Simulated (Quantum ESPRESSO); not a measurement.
Simulation results for AlSi$_{2}$O$_{5}$F (made-up cell)

Computed with Quantum ESPRESSO 7.5. Calculation on a made-up crystal cell, not a measurement, rerun at a higher cutoff and a denser mesh: periodic Kohn-Sham density functional theory in plane waves with PseudoDojo standard norm-conserving scalar-relativistic pseudopotentials, each functional with its own files (v0.5 for PBE, v0.4.1 for LDA and PBEsol), no spin polarisation, no spin-orbit coupling, atoms not relaxed, stress positive in tension, energies less a fixed whole-eV offset for each atom's element; levels are Kohn-Sham levels at fractions of this cell's reciprocal vectors, counted from the reference band (half the neutral cell's valence electrons, rounded up) at Gamma; error bars give the change to or from the runs named with them, not the error of the files; each bar is the largest change over components, and at least 0.002 eV, 0.002 eV per angstrom or 0.02 GPa; no dispersion term; energies are for the whole cell, and the offsets were chosen from early runs and are not element reference energies; machines and their load varied, so run times do not measure scaling.

```json
{"formula": "AlSi2O5F", "kind": "made-up cell", "structure": {"cell_angstrom": [[5.0134, -0.0304, 0.0251], [-2.533, 4.4627, -0.0164], [0.0275, -0.0048, 5.5972]], "atoms_fractional": [["Si", 0.46602, -0.00413, 0.6688], ["Si", -0.01264, 0.47084, 0.35747], ["Al", 0.52972, 0.53103, 0.02639], ["F", 0.41238, 0.23715, 0.79133], ["O", 0.71027, 0.12971, 0.44972], ["O", 0.85417, 0.59398, 0.12562], ["O", 0.26812, 0.412, 0.20027], ["O", 0.13891, 0.72596, 0.56913], ["O", 0.59464, 0.87236, 0.85944]]}, "given": {"lattice_type": "quartz", "functional": "pbe", "cutoff [eV]": 1437, "fermi_dirac_smearing [eV]": 0.025, "scf_tolerance [eV]": 1e-07, "electrons_removed": 0, "run_command": "mpirun -np 4 pw.x -nk 4 -in in", "run_processor": "AMD EPYC, Zen 5 class, virtual cores", "k_mesh": "7 x 7 x 6, shifted by half a step", "atom_site": [1, 2, 3, 4, 5, 6, 7, 8, 9], "atom_energy_offset [eV]": [-115, -115, -64, -677, -452, -452, -452, -452, -452]}, "results": {"free_energy_less_offsets [eV]": 7.07, "scf_iterations": 12, "smearing_term_minus_ts [eV]": 0.0, "pressure [GPa]": 6.269, "stress_xx [GPa]": -13.44, "stress_yy [GPa]": 0.6777, "stress_zz [GPa]": -6.044, "stress_yz [GPa]": 1.102, "stress_xz [GPa]": 4.958, "stress_xy [GPa]": -4.286, "force_site": [1, 2, 3, 4, 5, 6, 7, 8, 9], "force_x [eV/angstrom]": [2.344, 1.188, 2.225, -2.275, 0.1295, 5.28, -9.734, -0.5601, 1.402], "force_y [eV/angstrom]": [-3.596, -0.2497, 5.204, 2.365, 2.33, -0.3871, -3.069, -0.6008, -1.997], "force_z [eV/angstrom]": [-1.988, -4.638, -6.992, 0.6799, -0.436, 3.591, 8.562, -0.6911, 1.913], "reference_band": 24, "level_k_point": ["Gamma", "(1/2,1/2,1/2)", "(0.15,0,0)", "(0,0.15,0)", "(0,0,0.15)"], "next_band_up [eV]": [4.478, 6.594, 4.787, 4.804, 4.672], "error_bar_energy [eV]": 0.002268, "error_bar_stress [GPa]": 0.02, "error_bar_force [eV/angstrom]": 0.002, "error_bar_next_band_up [eV]": 0.002, "error_bars_from": "change from the looser run of this cell", "wall_time_of_scf_and_band_steps_on_a_shared_machine [s]": 232.4}}
```
